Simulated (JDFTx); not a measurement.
**Report: Cu(100) in implicit electrolytes**

System: Cu(100) (Fm-3m bulk; lattice of mp-30, not re-optimised at this level), 1x1 cell of 4 atoms in 4 planes, area 6.40 Å² a face, 5.4 Å between the outermost planes in a cell 21.4 Å high; k mesh 8×8×1, Fermi width 0.01 Ha, no spin polarisation.

Level of theory: PBE, GBRV ultrasoft potentials, plane waves to 20/100 Ha; code: a modified build of JDFTx. Outer atoms relaxed in vacuum, keeping the start's symmetry. The same nuclei were then put into each liquid, at zero charge and at set potentials or charges. The surface is an ideal bare cut with both faces alike: no reconstruction, overlayer or explicit solvent molecules. U vs SHE = −μ/e − 4.44 V throughout (conventional absolute potential of the hydrogen electrode). Convergence in thickness and k mesh wasn't tested for this slab.

In vacuum the work function is 4.62 eV, which would put the uncharged electrode at 0.18 V vs SHE if the liquid did nothing. Each liquid moves the Fermi level of the neutral slab, now counted from the bulk liquid: CANDLE, water, 0.5 M NaF by 0.31 eV, to a potential of zero charge of -0.13 V; soft-sphere model, water, 0.5 M NaF by 1.02 eV, to a potential of zero charge of -0.83 V; SaLSA, water, 0.5 M NaF by 0.41 eV, to a potential of zero charge of -0.22 V. The models of water differ by 0.70 V among themselves.

Charging:

| liquid | U − U_pzc (V) | σ (μC/cm²) | σ/(U − U_pzc) (μF/cm²) | Δγ (mJ/m²) |
|---|---|---|---|---|
| CANDLE, water | 0.28 | 3.8 | 14 | -5 |
| CANDLE, water | 0.48 | 6.6 | 14 | -16 |
| CANDLE, water | 1.02 | 15.0 | 15 | -74 |
| soft-sphere model, water | 0.28 | 10.5 | 37 | -15 |
| soft-sphere model, water | 0.58 | 20.9 | 36 | -63 |

The mean capacitance runs from 14 to 37 μF/cm². Δγ, the grand free energy per area against the neutral surface, is negative throughout, since charging at a held potential lowers it. The cavity function reaches one half at 3.1 Å (CANDLE, water), 1.7 Å (soft-sphere model, water), 3.1 Å (SaLSA, water) above the top atoms; the models define their cavities differently. CANDLE's negatively charged runs are left out, as they depend on the cell height. No specific adsorption of ions or solvent is in these numbers.
